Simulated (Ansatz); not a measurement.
Single point in Ansatz 0.2.0 with r2SCAN, no spin polarisation. Cutoff 500 eV, PAW datasets, 6×6×9 Γ-centred k mesh, cold filling (width 0.0335 eV).

Computed maps in the lattice plane spanned by a (left to right, 6.12 Å, 19 points from zero) and b (bottom to top, 6.12 Å, 19 points from zero), 93° apart, at height 0.000 along c. The fields are smooth PAW ones with compensation charges, not the true ones near nuclei.

Valence density. Digits on a logarithmic scale: 0 up to 0.03 e/Å³, each further digit a factor of 1.6, 9 from 1.3 e/Å³ up:
```
9997531000023456799
9986421000245667789
8765321002467888777
5543210013578888876
4322100013688658865
2111000013688668864
1000000013578888753
0000111112457887642
0002333321245665420
0024566542123333200
0246788754211111000
1357888875310000000
2468866886310000111
4568856886310001223
5678888875310012345
8777888764200123567
9987766542000124689
9997654320000135799
9998542100001245899
```

Question: The cell is OsBr$_{4}$. Which atoms lie within 0.2 Å of this plane, and where (fractions of a and b)?

Answer: Os at (0.00, 0.00), Br at (0.29, 0.29), Br at (0.71, 0.71). The whole cell:
```xyz
5
Lattice="4.2222 4.4336 0.0000 4.2222 -4.4336 0.0000 0.0000 0.0000 -3.7914" Properties=species:S:1:pos:R:3 pbc="T T T"
Br    4.2222   -2.7542   -1.8957
Br    4.2222    2.7542   -1.8957
Os    0.0000    0.0000    0.0000
Br    2.4083    0.0000    0.0000
Br    6.0361    0.0000    0.0000
```

Origin: a known structure type with other elements, at an estimated volume, so it need not be a known compound. Caveats: many states at the Fermi level without spin polarisation, so a magnetic state may lie lower.
